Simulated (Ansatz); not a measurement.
TiRh3:
```cif
data_Rh6Ti2
_chemical_formula_sum 'Rh6 Ti2'
_space_group_name_H-M_alt 'I4/mmm'
_space_group_IT_number 139
_space_group_name_Hall '-I 4 2'
_cell_length_a 3.82574
_cell_length_b 3.82574
_cell_length_c 7.54815
_cell_angle_alpha 90.000
_cell_angle_beta 90.000
_cell_angle_gamma 90.000
loop_
_atom_site_label
_atom_site_type_symbol
_atom_site_symmetry_multiplicity
_atom_site_Wyckoff_symbol
_atom_site_fract_x
_atom_site_fract_y
_atom_site_fract_z
_atom_site_occupancy
Rh1 Rh 2 b 0.00000 0.00000 0.50000 1
Rh2 Rh 4 d 0.00000 0.50000 0.25000 1
Ti1 Ti 2 a 0.00000 0.00000 0.00000 1
```
(The calculation used a cell of 4 atoms; values per cell refer to that cell.)

Relaxed with PBEsol.

### Question
Decompose the optical modes at the zone centre into irreducible representations, and say which are infrared and Raman allowed.

### Answer
Point group 4/mmm: Γ_opt = 2A2u + B1g + Eg + 2Eu. Infrared: A2u, Eu. Raman: B1g, Eg.

### Question
Assign frequencies (DFPT, plane-wave PAW PBEsol (Ansatz code)).

### Answer
Eu 135, B1g 149, A2u 183, Eg 194, Eu 206, A2u 217 cm⁻¹.

Subscripts of B labels follow the axes of the standard setting.

A made-up cell: these elements were put on the sites of a structure type; neither database checked (COD, Materials Project) lists it. COD files the formula under space group No. 221. Whether it is the stable phase at ambient conditions was not checked. The cell was relaxed with PBEsol under the symmetry of its start; its stability against distortions is not shown here. No spin polarisation was allowed. As this level gives no gap, phonon frequencies hold no LO–TO term and depend on the k-mesh and smearing (Fermi–Dirac, 0.1 eV here).

Potentials: the earlier of the program's two PAW sets. The files were generated under PBE; for other functionals the program regenerates the frozen cores, and for LDA and PBEsol the local potential too.
